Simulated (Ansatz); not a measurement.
HgI2:
```xyz
6
Lattice="2.3674 -3.7348 0.0000 2.3674 3.7348 0.0000 0.0000 0.0000 13.9081" Properties=species:S:1:pos:R:3 pbc="T T T"
Hg     2.3674     1.1494    13.8941
Hg     2.3674    -1.1494     6.9401
I      2.3674     0.7567     5.0984
I      2.3674    -0.7567    12.0524
I      2.3674    -3.0628     8.7780
I      2.3674     3.0628     1.8239
```

Relaxed with r²SCAN+D4.

Map the electron localisation function on the plane through (0.346, 0.654, 0.999) spanned by u = [0, 0, 1] and v = [1, -1, 0] in lattice vectors, from plane-wave PAW r²SCAN+D4 (Ansatz code).

x is the fraction of u, y of v (the angle between them is 90°; rows are the nearest grid lines); atoms in the plane: Hg at (0.00, 0.00), Hg at (0.50, 0.31), I at (0.37, 0.05), I at (0.87, 0.26), I at (0.63, 0.56), I at (0.13, 0.74).
```
y \ x   0.000  0.100  0.175  0.275  0.375  0.450  0.550  0.625  0.725  0.825  0.900   1.00
------  -----  -----  -----  -----  -----  -----  -----  -----  -----  -----  -----  -----
1.00    0.785  0.205  0.108  0.695  0.229  0.724  0.012  0.014  0.005  0.167  0.207  0.785
0.919   0.514  0.530  0.726  0.223  0.681  0.747  0.008  0.008  0.003  0.009  0.157  0.514
0.838   0.233  0.525  0.675  0.032  0.621  0.217  0.023  0.078  0.006  0.010  0.039  0.233
0.757   0.211  0.245  0.477  0.106  0.023  0.013  0.403  0.735  0.123  0.013  0.019  0.211
0.703   0.230  0.371  0.543  0.083  0.008  0.008  0.730  0.692  0.421  0.011  0.014  0.230
0.622   0.115  0.708  0.647  0.016  0.013  0.011  0.731  0.265  0.715  0.007  0.008  0.115
0.541   0.021  0.691  0.500  0.006  0.018  0.043  0.621  0.227  0.798  0.015  0.040  0.021
0.459   0.020  0.041  0.020  0.004  0.022  0.242  0.451  0.532  0.736  0.406  0.689  0.020
0.378   0.114  0.008  0.006  0.003  0.061  0.450  0.333  0.596  0.101  0.638  0.713  0.114
0.297   0.228  0.014  0.011  0.058  0.221  0.480  0.493  0.141  0.041  0.543  0.380  0.228
0.243   0.211  0.019  0.012  0.388  0.570  0.353  0.461  0.065  0.099  0.473  0.247  0.211
0.162   0.235  0.039  0.010  0.788  0.545  0.413  0.258  0.023  0.059  0.675  0.522  0.235
0.0811  0.514  0.156  0.009  0.802  0.180  0.619  0.051  0.018  0.013  0.747  0.534  0.514
0.000   0.785  0.205  0.108  0.695  0.229  0.724  0.012  0.014  0.005  0.167  0.207  0.785
```

The density is the valence pseudo-density with augmentation charge, so density and ELF within about 1 Å of a nucleus are not all-electron values.

Space group Cmc2_1. The first step of the workflow began from a Materials Project structure, measured or hypothetical; the Crystallography Open Database files this formula in space group No. 36, but the cells were not matched. Whether it is the stable phase at ambient conditions was not checked. The r²SCAN+D4 relaxation kept the symmetry of its start; whether a distortion lowers the energy is not shown. Spin–orbit coupling is left out wherever it is not named.

Potentials: the later of the program's two PAW sets.
